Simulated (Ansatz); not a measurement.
Phonon spectrum of Zr$_{5}$TiC$_{6}$

These are results of DFT PBE, scalar-relativistic, plane waves, PAW (Ansatz 0.2.0), not measurements. Plane waves to 420 eV; Γ-centred k mesh 12×12×4; Fermi-Dirac smearing of 0.15 eV. No spin polarisation. Phonons by linear response, acoustic sum rule imposed.

Equilibrium structure at this level:
```yaml
crystal:
  lattice:
    - [3.29800, 0.00000, 0.00000]
    - [0.00000, 3.29800, 0.00000]
    - [0.00000, 0.00000, 13.93787]
  atoms:
    - { symbol: Zr, position: [0.00000, 0.00000, 0.16973] }
    - { symbol: Zr, position: [0.50000, 0.50000, 0.33936] }
    - { symbol: Zr, position: [0.50000, 0.50000, 0.66064] }
    - { symbol: Zr, position: [0.00000, 0.00000, 0.83027] }
    - { symbol: Zr, position: [0.50000, 0.50000, 0.00000] }
    - { symbol: Ti, position: [0.00000, 0.00000, 0.50000] }
    - { symbol: C, position: [0.00000, 0.00000, 0.00000] }
    - { symbol: C, position: [0.50000, 0.50000, 0.16924] }
    - { symbol: C, position: [0.00000, 0.00000, 0.34125] }
    - { symbol: C, position: [0.50000, 0.50000, 0.50000] }
    - { symbol: C, position: [0.00000, 0.00000, 0.65875] }
    - { symbol: C, position: [0.50000, 0.50000, 0.83076] }
```

The structure comes from a generated guess, relaxed at this level; another structure or a mixture of phases may lie lower. In a metal, frequencies and elastic constants depend on the k mesh and the smearing, soft modes and shear constants most. Some empty bands missed the eigensolver's threshold. The q mesh is coarse, so values between its points are rough.

Force constants from linear response on a 2×2×1 q mesh.

Path: Γ–X–M–Γ–Z–R–A–Z | X–R | M–A. Only the points of the 2×2×1 mesh were computed; the rest is interpolation, which is rough on so few points. On the mesh no mode is imaginary. Distance along the path (Å⁻¹), then the branches (cm⁻¹, negative for imaginary):
```
0.000  0 0 0 106 106 113 113 169 171 181 181 191 191 208 208 245 249 290 308 308 404 447 447 451 451 463 463 470 470 482 482 513 515 545 560 679
0.238  62 64 112 120 122 124 124 185 187 192 195 199 200 208 224 252 257 293 321 337 409 460 464 469 471 475 482 486 493 493 506 519 522 549 563 680
0.476  113 120 146 147 148 152 191 192 196 201 201 205 244 252 259 263 289 310 352 393 423 486 492 494 498 503 509 514 520 522 550 560 570 583 591 683
0.714  148 163 168 169 172 179 187 193 194 198 204 240 258 281 299 301 318 333 382 428 441 487 505 506 523 524 529 536 544 546 586 617 625 634 638 695
0.953  164 178 183 185 187 187 188 189 189 189 198 232 284 285 315 317 328 342 394 436 451 489 496 504 535 538 539 547 557 557 597 642 645 656 659 703
1.191  167 187 187 189 190 190 196 197 197 199 200 234 277 280 309 310 316 337 399 434 446 485 497 506 532 534 535 540 544 562 591 627 630 641 644 696
1.429  170 185 197 199 200 203 209 214 217 218 218 240 259 270 290 292 292 322 407 427 434 477 501 510 514 524 526 531 538 554 573 590 593 604 608 685
1.667  164 170 204 205 214 215 219 225 228 236 239 252 253 262 269 270 271 305 408 414 422 469 499 501 507 517 524 525 532 544 550 557 558 562 568 678
1.905  157 157 206 207 223 223 230 231 231 234 247 247 250 260 260 266 266 296 407 407 417 466 492 492 510 510 522 531 537 537 540 541 541 546 546 677
2.242  166 179 194 203 205 209 219 222 227 231 245 252 258 265 266 268 271 308 408 415 424 473 500 502 509 513 528 539 542 552 555 559 562 566 572 679
2.579  152 155 170 178 180 191 202 205 216 229 231 237 242 252 258 264 282 310 389 405 425 482 494 498 512 524 533 540 550 552 555 560 566 576 583 682
2.916  88 113 118 122 131 151 156 181 184 206 209 211 213 221 224 252 264 296 342 349 412 469 475 482 487 488 494 502 506 510 518 521 529 552 566 680
3.252  0 0 0 106 106 113 113 169 171 181 181 191 191 208 208 245 249 290 308 308 404 447 447 451 451 463 463 470 470 482 482 513 515 545 560 679
3.309  15 15 26 97 97 122 122 154 178 178 184 193 193 208 208 241 251 290 308 308 407 447 447 451 451 463 463 470 470 482 482 500 524 547 559 680
3.365  29 29 51 84 84 132 132 137 171 171 197 197 197 207 207 235 254 290 308 308 415 447 447 451 451 462 462 471 471 482 482 482 530 551 558 680
3.421  44 44 71 71 74 118 142 142 164 164 200 200 206 206 209 228 256 290 308 308 429 447 447 451 451 462 462 464 472 472 481 481 533 553 558 680
3.478  56 56 59 59 95 99 147 147 159 159 202 202 204 204 218 220 256 290 308 308 444 446 447 447 452 452 462 462 472 472 481 481 534 553 559 681
3.716  83 84 88 88 141 144 155 157 163 164 204 204 214 215 236 241 258 294 321 337 439 448 460 464 474 476 483 483 485 493 498 504 536 556 563 681
3.954  120 127 128 133 170 171 172 174 199 204 217 218 223 234 271 272 287 310 352 391 443 461 492 494 502 508 511 511 520 522 547 557 574 583 591 685
4.192  149 162 164 168 180 181 183 187 192 199 213 233 271 275 294 298 321 334 382 424 451 478 506 507 523 524 529 537 544 546 586 618 627 631 637 696
4.430  164 178 182 184 185 186 188 189 191 195 195 230 294 297 300 305 334 345 394 434 455 490 493 503 535 537 538 547 557 557 597 644 648 651 658 705
4.668  167 186 187 189 191 193 195 197 197 199 199 233 288 288 291 299 324 339 399 432 453 488 493 504 532 533 536 539 544 562 591 628 633 636 643 698
4.907  170 185 198 199 199 201 211 215 215 219 219 240 263 274 278 284 301 324 407 423 448 482 487 506 521 523 525 527 538 556 573 590 596 599 608 687
5.145  164 169 207 207 212 214 221 225 229 234 238 249 251 261 268 269 276 306 408 412 446 474 478 498 504 517 518 521 534 547 550 556 558 561 572 681
5.383  157 157 211 215 219 221 221 226 234 234 246 246 255 259 259 267 267 297 407 407 446 467 477 489 489 516 516 527 533 533 544 544 546 546 558 680
5.720  166 179 197 201 205 206 216 222 232 240 243 252 253 257 265 266 278 309 407 415 445 469 486 502 511 513 523 532 547 551 557 560 561 564 577 682
6.056  150 161 165 177 184 190 202 211 218 224 228 235 242 252 257 263 284 311 388 405 443 462 497 498 517 523 533 535 547 551 561 562 563 573 586 684
6.393  95 100 125 126 148 151 162 164 180 188 208 208 217 222 244 249 260 296 342 349 438 449 480 482 483 488 497 499 500 507 510 517 537 558 566 681
6.730  56 56 59 59 95 99 147 147 159 159 202 202 204 204 218 220 256 290 308 308 444 446 447 447 452 452 462 462 472 472 481 481 534 553 559 681
6.758  164 178 183 185 187 187 188 189 189 189 198 232 285 285 315 316 329 342 394 436 451 489 496 504 535 538 539 547 557 557 597 642 645 656 658 703
6.814  164 178 183 185 186 187 187 189 189 191 198 232 287 287 312 313 331 343 394 435 452 489 495 504 535 538 539 547 557 557 597 643 645 656 657 704
6.871  164 178 182 184 186 186 188 189 190 192 197 231 290 290 307 309 333 344 394 434 454 490 494 503 535 538 539 547 557 557 597 644 645 654 657 704
6.927  164 178 182 184 185 186 188 189 190 194 196 230 293 295 301 306 334 345 394 434 455 490 494 503 535 537 538 547 557 557 597 644 648 652 657 705
6.955  157 157 206 207 223 223 230 231 231 234 247 247 250 260 260 266 266 296 407 407 417 466 492 492 510 510 522 531 537 537 540 541 541 546 546 677
7.012  157 157 207 208 222 222 230 231 231 232 247 247 251 260 260 267 267 296 407 407 420 467 492 492 510 511 511 536 536 538 540 542 542 546 546 677
7.068  157 157 209 209 222 222 228 228 233 233 247 247 253 260 260 267 267 297 407 407 427 470 491 491 494 513 513 534 535 535 543 543 546 546 550 678
7.124  157 157 210 212 221 221 223 227 234 234 246 246 254 259 259 267 267 297 407 407 438 475 477 490 490 515 515 529 533 533 544 544 546 546 556 679
7.181  157 157 211 215 219 221 221 226 234 234 246 246 255 259 259 267 267 297 407 407 446 467 477 489 489 516 516 527 533 533 544 544 546 546 558 680
```
